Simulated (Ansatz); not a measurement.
SnO₂ (rutile, space group No. 136), DFT-LDA in the program Ansatz with PAW potentials. The conduction-band minimum lies at Γ, with 1 equivalent valley. Second derivatives d²E/dk² of the lowest band at one valley (eV·Å²), along Cartesian directions:

```csv
direction,d²E/dk²
[100],36.88
[010],36.88
[001],41.77
[110],36.88
[101],39.32
[011],39.32
```

Problem. Find the principal effective masses, the density-of-states mass and the conductivity mass.

Solution. Off-diagonal terms follow from H_xy = H[110] − (H_xx + H_yy)/2, and m*/mₑ = 7.620 eV·Å² over each eigenvalue: 0.18, 0.21, 0.21. One valley's DOS mass (m₁m₂m₃)^(1/3) = 0.20, conductivity mass 3/(Σ 1/mᵢ) = 0.20 mₑ.

Problem. What effective density of states Nc follows at 300 K for parabolic valleys?

Solution. Nc = 2.509e19 × 1 × (0.20)^(3/2) ≈ 2.2e18 cm⁻³.

Problem. With the computed static dielectric constant 12.0 (mean of the diagonal), estimate a hydrogenic donor's binding energy and radius.

Solution. E = 13.606 eV × 0.20/12.0² ≈ 19 meV; a = 0.529 Å × ε/m* ≈ 32 Å. Semilocal masses tend to be too small when the gap is underestimated.

Space group P4_2/mnm (rutile). Symmetry was held in the LDA relaxation. Scalar-relativistic: spin–orbit coupling is off unless named, which matters more the heavier the elements.

Potentials: the earlier of the program's two PAW sets. The files were generated under PBE; for other functionals the program regenerates the frozen cores, and for LDA and PBEsol the local potential too.
